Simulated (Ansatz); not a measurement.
Notes on MnPt

```
CELL_PARAMETERS angstrom
2.86971 0.00000 0.00000
0.00000 2.86971 0.00000
0.00000 0.00000 3.71135
ATOMIC_POSITIONS crystal
Pt 0.50000 0.50000 0.50000
Mn 0.00000 0.00000 0.00000
```

The numbers come from plane-wave PAW DFT (Ansatz): LDA, with U_eff = 4.3 eV on Pt d (all-electron-ortho-atomic projectors), no spin polarisation, 420 eV, 12×12×9 Γ-centred k points, fermi-dirac occupations (width 0.1 eV). Nothing was relaxed.

Question: Are the atoms at rest?

Answer: The forces vanish by the symmetry of the sites.

Question: Is the cell too large or too small?

Answer: The pressure is -34.3 GPa (compression positive), so with the atoms held at these fractions the cell would first shrink. The principal stresses -37.7, -37.7, -27.5 GPa differ, so its shape would change too.

Question: Metal or insulator?

Answer: It is a metal, with about 5.6 states/eV a cell as the mean within 0.25 eV of the Fermi level, mostly Mn d (84 %) and Pt d (13 %).

Question: Give the Bader charges.

Answer: Bader charges in e: Mn +0.72, Pt -0.72. In the mean Mn gives up most and Pt takes most.

Origin: a database entry at a rescaled volume. Caveats: no spin polarisation, so a magnetic state may lie lower; atoms or cell far from equilibrium.
